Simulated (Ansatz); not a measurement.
## Magnetic states of vanadium, diamond

Level of theory: DFT, r2SCAN, plane waves (500 eV) with PAW, scalar-relativistic in Ansatz. The PAW files were generated under PBE, with cores re-solved for the functional.

Each start was relaxed and then solved on a dense mesh, with Fermi-Dirac smearing of 0.05 eV (0.1 eV in a metal without spin) extrapolated to zero. Rows within 2 meV/atom of each other tie.

Question: Where does each start end, and how do the energies compare? Starts: ferromagnetic; non-magnetic.

Answer: 
```tsv
start	ends	ΔE (meV/atom)	V (Å³/atom)
ferromagnetic	ferromagnetic, net 2.17 μB per atom	0.0	19.89
non-magnetic	spin not included	417.2	17.95
```
